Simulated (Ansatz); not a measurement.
**Mo: energy along a strain**

Mo, Im-3m, a = 3.142 Å (as given, not relaxed at this level: -3.2 GPa). Ansatz: PBEsol, PAW, 420 eV, Γ-centred 22×22×22 mesh on 1 atom, Gaussian smearing 0.15 eV; no spin polarisation. Cell vectors (Å): -1.571 1.571 1.571; 1.571 -1.571 1.571; 1.571 1.571 -1.571. The cell is strained by x per cent times the pattern (1 0 0 0 0 0) in the order xx yy zz yz xz xy (engineering shears), with fractional coordinates held. y is the free energy over the start, V0 = 15.509 Å³/atom.

```
x (%) y (meV/atom)
-6.00             ?
-4.50         36.78
-3.00         12.48
 0.00          0.00
 1.50          9.66
 3.00         28.62
 4.50         55.97
 6.00         90.83
```

Fit y = c1 x + c2 x² + c3 x³ to the other rows, get the stiffness along the pattern, and predict the missing energy.

Least squares on the rows shown. y = 3.1059 x + 2.2901 x² − 0.047581 x³. The clamped-ion stiffness p·C·p = 2 × 22.90 eV × 160.2 / 15.509 Å³ = 473 GPa, which is C11 in these axes (second derivative at the start, which stands under stress). At x = -6.00 the fit asked for gives 74.09 meV/atom. The run gave 74.53 meV/atom, so the fit is 0.44 meV/atom too low, 0.48 % of the span of the series, against an rms of 0.05 meV/atom on the fitted rows. The row lies outside the fitted range. With a term in x⁴ added, a fit to the same known rows predicts 74.64 meV/atom, so most of the miss is curvature that the known rows already hold.